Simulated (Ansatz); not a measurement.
## Data sheet: TeW (DFT)

TeW:
```
TeW
1.0
    9.18246     0.00000     0.00000
   -4.59123     7.95224     0.00000
    0.00000     0.00000     4.52484
W Te
6 6
Direct
  0.18845   0.05384   0.25000
  0.94616   0.13460   0.25000
  0.86540   0.81155   0.25000
  0.81155   0.94616   0.75000
  0.05384   0.86540   0.75000
  0.13460   0.18845   0.75000
  0.28547   0.40111   0.25000
  0.59889   0.88436   0.25000
  0.11564   0.71453   0.25000
  0.71453   0.59889   0.75000
  0.40111   0.11564   0.75000
  0.88436   0.28547   0.75000
```

Space group P6_3/m (No. 176); conventional cell a = 9.1825 Å, b = 9.1825 Å, c = 4.5248 Å, α = 90.00°, β = 90.00°, γ = 120.00°.

Method: the program Ansatz at the r²SCAN+D4 level (PAW). Structure relaxed to zero pressure with the same functional. Other levels are named where they apply.

Cell and energy:

* **Volume per atom**: 27.53 Å³
* **Density**: 9.39 g/cm³
* **Formation energy from the elements (no fitted shifts)**: -45 meV/atom

Electronic structure:

Electronic character: metallic (no gap)
Density of states at the Fermi level: 0.59 states/eV per atom (mean over ±0.08 eV)

Mechanics:

- Bulk modulus (Birch–Murnaghan fit) = 214 kbar
- Pressure derivative B′ = 11.8

Charges:

- Bader charges = W +0.49, Te -0.49 e

The start of the workflow was typed in or built on a structure type; neither database checked (COD, Materials Project) lists it. Its standing as an ambient phase is unchecked. Symmetry was held in the r²SCAN+D4 relaxation; whether a distortion lowers the energy is not shown. No spin polarisation was allowed. The references are the lowest solids computed at this level, not always the standard phases. Spin–orbit coupling is left out wherever it is not named.

Potentials: the earlier of the program's two PAW sets.
